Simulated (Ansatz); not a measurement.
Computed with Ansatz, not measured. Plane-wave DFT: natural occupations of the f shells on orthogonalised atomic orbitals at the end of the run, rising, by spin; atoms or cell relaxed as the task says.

```
cell
1.0
    -2.5611    2.5611    5.5496
     2.5611   -2.5611    5.5496
     2.5611    2.5611   -5.5496
Gd Ge Mo O
2 1 1 8
Direct
  0.7500 0.2500 0.5000
  0.5000 0.5000 0.0000
  0.2500 0.7500 0.5000
  0.0000 0.0000 0.0000
  0.4045 0.4960 0.5747
  0.9213 0.8298 0.4253
  0.0732 0.1736 0.4111
  0.7624 0.6621 0.5889
  0.8264 0.2376 0.8997
  0.3379 0.9268 0.1003
  0.1702 0.5955 0.0916
  0.5040 0.0787 0.9084
```

Starting moments (μB): Gd number 1 7.5, Gd number 2 -7.49; others 0.

- cell charge: 0 e
- spin: collinear
- scf start: atoms
- lower state search: off
- functional: PBEsol
- wave cutoff: 420 eV
- k mesh: 8, 8, 8
- k shift: 0, 0, 0 mesh steps
- gaussian smearing: 0.02 eV
- task: relax cell and atoms

Problem. How are the f shells occupied at the end?

Solution. 

```csv
shell atom,shell element,shell spin,shell occupation 1 (e),shell occupation 2 (e),shell occupation 3 (e),shell occupation 4 (e),shell occupation 5 (e),shell occupation 6 (e),shell occupation 7 (e)
1,Gd,up,1,1,1,1,1,1,1
1,Gd,down,0.01,0.01,0.02,0.02,0.02,0.02,0.03
2,Gd,up,0.01,0.01,0.01,0.02,0.02,0.02,0.04
2,Gd,down,1,1,1,1,1,1,1
```

Caveats: Gd without a U keeps its half-filled shell, but its 4f levels lie too near the Fermi level; occupations loosely converged; open f or d shells may hold a state above the lowest.
